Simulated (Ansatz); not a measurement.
Al3Pd2:
Space group P-3m1 (No. 164); a = b = 4.208 Å, c = 5.145 Å, α = β = 90.00°, γ = 120.00°

```csv
atom,site,symmetry,x,y,z
Al,1a,-3m.,0.0000,0.0000,0.0000
Al,2d,3m.,0.6667,0.3333,0.3547
Pd,2d,3m.,0.3333,0.6667,0.1555
```

Relaxed at zero pressure with plane-wave PAW PBEsol (Ansatz code).

The volume is lowered by 6 % and shape and atoms relax at that volume. What pressure results, and how do the axes share the change?

10.0 GPa; a -2.2 %, b -2.2 %, c -1.8 %; the energy rises by 28 meV/atom.

Give the new structure.


Space group P-3m1 (No. 164); a = b = 4.1166 Å, c = 5.0531 Å, α = β = 90.00°, γ = 120.00°

```
atom  site  symmetry       x       y       z
----  ----  --------  ------  ------  ------
Al      1a      -3m.  0.0000  0.0000  0.0000
Al      2d       3m.  0.6667  0.3333  0.3558
Pd      2d       3m.  0.3333  0.6667  0.1565
```

The phase is kept; no other phase was compared at this pressure.

The first step of the workflow began from a Materials Project structure, measured or hypothetical; the Crystallography Open Database copy checked does not list it. Whether it is the stable phase at ambient conditions was not checked. The PBEsol relaxation kept the symmetry of its start; whether a distortion lowers the energy is not shown. The run is not spin-polarised. Axis ratios of metals converge slowly with the k-mesh, so a and c are less sure than the volume.

Potentials: the later of the program's two PAW sets.
